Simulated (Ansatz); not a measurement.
TeO$_{2}$ (fluorite, Fm-3m) under volume change, HSE06 in the plane-wave PAW code Ansatz, scaled uniformly.

```json
[
 {"V (Å³/atom)": "11.268", "E − E(relaxed) (meV/atom)": "72.6", "P (GPa)": "22.70"},
 {"V (Å³/atom)": "11.639", "E − E(relaxed) (meV/atom)": "30.5", "P (GPa)": "13.90"},
 {"V (Å³/atom)": "12.011", "E − E(relaxed) (meV/atom)": "7.2", "P (GPa)": "6.39"},
 {"V (Å³/atom)": "12.382", "E − E(relaxed) (meV/atom)": "0.0", "P (GPa)": "0.00"},
 {"V (Å³/atom)": "12.754", "E − E(relaxed) (meV/atom)": "6.5", "P (GPa)": "-5.46"},
 {"V (Å³/atom)": "13.125", "E − E(relaxed) (meV/atom)": "___", "P (GPa)": "___"},
 {"V (Å³/atom)": "13.497", "E − E(relaxed) (meV/atom)": "___", "P (GPa)": "___"}
]
```

**Question.** Complete the blanks.

**Answer.** 
- 13.125, E − E(relaxed) (meV/atom): 24.7
- 13.125, P (GPa): -10.10
- 13.497, E − E(relaxed) (meV/atom): 52.8
- 13.497, P (GPa): -14.06

**Question.** What does a third-order Birch–Murnaghan fit give for V₀, B₀ and B′?

**Answer.** V₀ = 12.38 Å³/atom, B₀ = 196 GPa, B′ = 4.3.

The cell is a constructed one: a structure type filled with these elements; neither database checked (COD, Materials Project) lists it. COD files the formula under space group No. 19, 61, 92, 136, so this cell is another polymorph or a model. Its standing as an ambient phase is unchecked. The cell was relaxed with HSE06 under the symmetry of its start; its stability against distortions is not shown here. Scalar-relativistic: spin–orbit coupling is off unless named, which matters more the heavier the elements.

Potentials: the later of the program's two PAW sets.
